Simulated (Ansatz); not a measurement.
Method: Ansatz, DFT PBE, scalar-relativistic, plane waves, PAW. Settings: cutoff 420 eV, Γ-centred meshes spaced at most about 0.3 Å⁻¹, and about 0.25 Å⁻¹ or finer for metals (2π included), Gaussian smearing. No spin polarisation in the final relaxations.

Temperature and zero-point effects are left out.

Compare these two cells of Ge₅Pd, each relaxed at this level.

A.

```xyz
6
Lattice="3.0235 0.0000 0.0000 -1.5118 2.6185 0.0000 0.0000 0.0000 13.9946" Properties=species:S:1:pos:R:3 pbc="T T T"
Ge    1.5118    0.8728   11.9545
Ge    0.0000    0.0000    9.4714
Ge    1.5118    0.8728    6.9973
Ge    0.0000    0.0000    4.5232
Ge    1.5118    0.8728    2.0401
Pd    0.0000    0.0000    0.0000
```

B.

```xyz
6
Lattice="5.1520 0.0000 0.0000 -2.5760 4.4618 0.0000 0.0000 0.0000 5.2744" Properties=species:S:1:pos:R:3 pbc="T T T"
Ge   -1.2880    2.2309    2.6372
Ge    1.2880    2.2309    2.6372
Ge    0.0000    2.9745    0.0000
Ge    2.5760    0.0000    2.6372
Ge    2.5760    1.4873    0.0000
Pd    0.0000    0.0000    0.0000
```

Question: Which form is favoured at zero pressure, and by what margin per atom?

Answer: A is lower, by 259 meV/atom. A has Ge and Pd ordered on hcp sites, space group P-6m2 (No. 187), 18.5 Å³/atom and no gap on its mesh; B has space group P6/mmm (No. 191), 20.2 Å³/atom and no gap. Counting Ge atoms around Pd (those within 1.25 times the shortest such distance or 1.15 times the sum of covalent radii; a plus sign parts nearer from farther groups), A has Pd 6 and B has Pd 6+12. B holds Ge–Ge nets (shortest 2.58 Å); in A the shortest Ge–Ge distance is 3.02 Å. The denser one is the lower, and pressure would at first widen the difference. Even the lower one lies +0.14 eV/atom against the reference forms of the elements (uncorrected), so neither is stable at this level. Both come from invented guesses. A third cell relaxed alike, in P6/mmm, lies 66 meV/atom below the lower of the two.

Cells relaxed within their symmetry can be saddle points.
